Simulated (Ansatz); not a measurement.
CoSi in space group P2_13 (No. 198; Co on 4a, Si on 4a) under volume change, DFT-PBE in the program Ansatz with PAW potentials, shape and atoms relaxed at each volume.

| V (Å³/atom) | E − E(relaxed) (meV/atom) | P (GPa) |
|---|---|---|
| 9.895 | (withheld) | (withheld) |
| 10.222 | 30.2 | 15.74 |
| 10.548 | (withheld) | (withheld) |
| 10.874 | 0.0 | -0.03 |
| 11.200 | 6.3 | -6.02 |
| 11.526 | 23.8 | -11.00 |
| 11.853 | 50.4 | -15.03 |

### Question
What belongs in the gaps?

### Answer

- 9.895, E − E(relaxed) (meV/atom): 72.3
- 9.895, P (GPa): 25.86
- 10.548, E − E(relaxed) (meV/atom): 7.1
- 10.548, P (GPa): 7.19

### Question
What does a third-order Birch–Murnaghan fit give for V₀, B₀ and B′?

### Answer
V₀ = 10.87 Å³/atom, B₀ = 217 GPa, B′ = 5.0.

Symmetry was held in the PBE relaxation. No spin polarisation was allowed.

Potentials: the earlier of the program's two PAW sets.
